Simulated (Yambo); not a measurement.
Absorption of Ba$_{2}$RuH$_{6}$ (space group Fm-3m, No. 225) with and without the electron-hole interaction (Yambo, LDA bands; 6×6×6 mesh, 6 valence and 9 conduction bands, static screening with 69 bands and a 3 Ry block, scissor 1.04 eV, Tamm-Dancoff; field along x).

```csv
E (eV),"Im ε, BSE","Im ε, independent quasiparticles"
1.10,0.06,0.04
1.20,0.07,0.05
1.30,0.07,0.05
1.40,0.08,0.05
1.50,0.08,0.05
1.60,0.09,0.06
1.70,0.10,0.06
1.80,0.10,0.06
1.90,0.11,0.07
2.00,0.13,0.07
2.10,0.14,0.08
2.20,0.16,0.08
2.30,0.18,0.09
2.40,0.21,0.10
2.50,0.27,0.11
2.60,0.35,0.12
2.70,0.46,0.13
2.80,0.58,0.16
2.90,0.75,0.19
3.00,1.00,0.24
3.10,1.14,0.31
3.20,1.04,0.41
3.30,1.01,0.47
3.40,1.11,0.50
3.50,1.38,0.58
3.60,1.89,0.75
3.70,2.62,0.91
3.80,2.89,1.09
3.90,3.39,1.15
4.00,3.97,1.22
4.10,4.09,1.25
4.20,4.17,1.43
4.30,4.22,1.82
4.40,5.12,2.22
4.50,6.77,2.52
4.60,6.67,2.53
4.70,5.52,2.56
4.80,4.98,2.92
4.90,4.77,3.62
5.00,4.67,4.36
5.10,5.02,4.75
5.20,5.46,5.15
5.30,5.28,4.89
5.40,4.83,5.20
5.50,4.34,5.69
5.60,4.07,6.07
5.70,3.88,6.41
5.80,3.74,6.33
5.90,3.70,5.99
6.00,3.63,5.33
6.10,3.78,4.76
6.20,4.06,4.42
6.30,4.44,4.17
```

The scissor comes from a G0W0 run whose convergence isn't established. Broadening 0.15 eV. The band window holds all transitions up to 6.3 eV. Fine structure above the onset can come from the mesh.

Spin-orbit splittings are left out.

Geometry of the Materials Project entry, not relaxed at this level; primitive cell a = b = c = 5.7044 Å, α = β = γ = 60.00°.

The structure is a Materials Project entry; no match was found in the copy of COD used, and its stability was not checked.
